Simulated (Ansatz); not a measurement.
## PbO: gradients before and after relaxing the atoms

Start: a structure deposited in the COD, taken as it stands.

```
Pb O
1.0
     3.97440    0.00000    0.00000
     0.00000    3.97440    0.00000
     0.00000    0.00000    5.02200
Pb O
2 2
Cartesian
  0.0000 1.9872 1.1807
  1.9872 0.0000 3.8413
  0.0000 0.0000 0.0000
  1.9872 1.9872 0.0000
```

Atoms are numbered from 1 in the order listed; like atoms form one site, named after its first atom.

All values are calculated (Ansatz; DFT, PBE, plane waves and PAW, scalar-relativistic, 420 eV cutoff, Γ-centred 6×6×5 k-points, Fermi–Dirac smearing 0.02 eV), not measured.

The largest force at the start is 0.45 eV/Å. Relaxing the ions at fixed cell moves them by 0.026 Å at most (atom 1, Pb) and 0.018 Å rms. End positions:

```
CELL_PARAMETERS angstrom
3.97440 0.00000 0.00000
0.00000 3.97440 0.00000
0.00000 0.00000 5.02200
ATOMIC_POSITIONS crystal
Pb 0.00000 0.50000 0.24026
Pb 0.50000 0.00000 0.75974
O 0.00000 0.00000 0.00000
O 0.50000 0.50000 0.00000
```

```json
{"site": "Pb", "atom": "1", "moved (Å)": "0.026", "first shell before": "4 O at 2.31 Å", "first shell after": "4 O at 2.32 Å", "V_zz before (10²¹ V/m²)": "-22.7", "η before": "0.00"}
{"site": "O", "atom": "3", "moved (Å)": "0.000", "first shell before": "4 Pb at 2.31 Å", "first shell after": "4 Pb at 2.32 Å", "V_zz before (10²¹ V/m²)": "-0.29", "η before": "0.00"}
```

Task: How do the gradients change?

Result: 

```json
{"site": "Pb", "atom": "1", "V_zz after": "-23.5", "η after": "0.00", "change of V_zz": "-0.80"}
{"site": "O", "atom": "3", "V_zz after": "0.21", "η after": "0.00", "change of V_zz": "+0.50"}
```

The largest change of V_zz is on Pb, from -22.7 to -23.5. In per cent, |V_zz| changes by +4 on Pb (all sites that start above 0.5). V_zz changes sign on O (same axis).

Before: At this cell the principal stresses reach 5 GPa in size with PBE, which can matter for small gradients. Spin–orbit coupling is left out, which shifts gradients on Pb by a few per cent, and by more where contributions nearly cancel.
After: Spin–orbit coupling is left out, which shifts gradients on Pb by a few per cent in wide-gap crystals, and can shift them far more where the calculated gap is small or absent, as here.
